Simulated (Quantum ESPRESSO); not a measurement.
## Kohn-Sham bands of Ga2AsP (R3m)

```xyz
4
Lattice="-1.9651 3.4037 0.0000 -3.9302 0.0000 0.0000 -1.9651 1.1346 6.4173" Properties=species:S:1:pos:R:3 pbc="T T T"
Ga     0.0000     0.0000     0.0470
Ga     1.9651    -1.1346     3.1606
P      1.9651    -1.1346     0.8017
As     0.0000     0.0000    -2.4051
```

Materials Project entry mp-1224789; symmetrised, unrelaxed at this level. Not found in the COD (Crystallography Open Database) copy used; not checked further. Computed values, not measurements, from PBEsol: Quantum ESPRESSO (norm-conserving PseudoDojo potentials, cutoff 68 Ry, spinors with spin-orbit coupling) on a Γ-centred 4×4×4 mesh, then Wannier90. Density: 10×10×10 mesh, cold smearing 0.01 Ry.

Q: List the Kohn-Sham levels between −8 and 3.8 eV relative to the valence-band maximum at the high-symmetry points, as a band run of pw.x on that density gives them (levels within 2 meV counted together).

A: 
```json
[
 {"point": "Γ", "k (reciprocal lattice)": "0.000 0.000 0.000", "levels (eV)": "-6.84 (×2), -1.44 (×2), -1.34 (×2), -0.29 (×2), -0.08 (×2), 0.00 (×2), 0.84 (×2), 1.09 (×2), 3.45 (×2), 3.59 (×2), 3.67 (×2)"},
 {"point": "T", "k (reciprocal lattice)": "0.000 0.000 -0.500", "levels (eV)": "-4.35 (×2), -4.07 (×2), -1.18 (×2), -1.11 (×2), -0.66 (×2), -0.44 (×2), 1.31 (×2), 1.77 (×2)"},
 {"point": "H_2", "k (reciprocal lattice)": "-0.312 -0.625 -0.812", "levels (eV)": "-6.74, -6.74, -6.58, -6.54, -4.11, -4.09, -3.88, -3.83, -2.43, -2.41, -2.23, -2.21, 2.27, 2.27, 2.44, 2.46"},
 {"point": "H_0", "k (reciprocal lattice)": "-0.312 -0.688 -0.500", "levels (eV)": "-6.74, -6.74, -6.58, -6.54, -4.11, -4.09, -3.88, -3.83, -2.43, -2.41, -2.23, -2.21, 2.27, 2.27, 2.44, 2.46"},
 {"point": "L", "k (reciprocal lattice)": "-0.500 -0.500 -0.500", "levels (eV)": "-6.48 (×2), -6.32 (×2), -3.51 (×2), -3.38 (×2), -2.44 (×2), -1.99 (×2), 1.84 (×2), 2.30 (×2)"},
 {"point": "S_0", "k (reciprocal lattice)": "-0.344 -0.688 -0.344", "levels (eV)": "-6.74, -6.73, -6.57, -6.53, -4.25, -4.25, -3.79, -3.75, -2.56, -2.54, -2.19, -2.18, 2.02, 2.02, 3.38, 3.43"},
 {"point": "S_2", "k (reciprocal lattice)": "-0.312 -0.656 -0.656", "levels (eV)": "-6.74, -6.73, -6.57, -6.53, -4.25, -4.25, -3.79, -3.75, -2.56, -2.54, -2.19, -2.18, 2.02, 2.02, 3.38, 3.43"},
 {"point": "F", "k (reciprocal lattice)": "0.000 -0.500 -0.500", "levels (eV)": "-7.01 (×2), -6.81 (×2), -2.90 (×2), -2.87 (×2), -1.36 (×2), -1.21 (×2), 1.02 (×2), 1.26 (×2), 1.52 (×2)"}
]
```
